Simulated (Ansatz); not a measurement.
**Zn₄S₃O: stable or not**

It was reached by relaxing an invented guess, and it needn't be the stable form of this composition.

These are results of Ansatz, DFT PBE, scalar-relativistic, plane waves, PAW, not measurements. Settings of the last relaxation (8-atom cell): 420 eV, 8×8×8 k points, Gaussian smearing of 0.02 eV, no spin polarisation.

```
Zn S O
1.0
    -2.62258    2.62258    5.19954
     2.62258   -2.62258    5.19954
     2.62258    2.62258   -5.19954
Zn S O
4 3 1
Cartesian
  1.4499 1.4499 4.0055
  -1.4499 1.4499 6.3936
  1.1727 1.1727 -1.1941
  1.4499 -1.4499 6.3936
  2.6226 0.0000 2.5998
  0.0000 0.0000 5.1995
  0.0000 2.6226 2.5998
  0.0000 0.0000 0.0000
```

The zero of energy is the elements' standard structures at the same level (O₂ as a molecule); no fitted shifts are applied.

Q: These tests were run: energy against the elements; random kick, then relaxation without symmetry; phonons on a 2×2×2 q mesh; elastic tensor. What do they show?

A:

| test | result |
| --- | --- |
| energy against the elements | −0.923 eV/atom |
| random kick, then relaxation without symmetry | returns |
| phonons on a 2×2×2 q mesh | no imaginary mode on the mesh |
| elastic tensor | least eigenvalue 41 GPa |

It fails none of these tests. Other phases of the system weren't compared here, so this isn't yet thermodynamic stability.

The reference form of S is held partly by dispersion forces, which this level lacks. The kick test ran on a coarse mesh. The run for the phonons used an 8×8×8 k mesh. The run for the elastic tensor used an 8×8×8 k mesh.
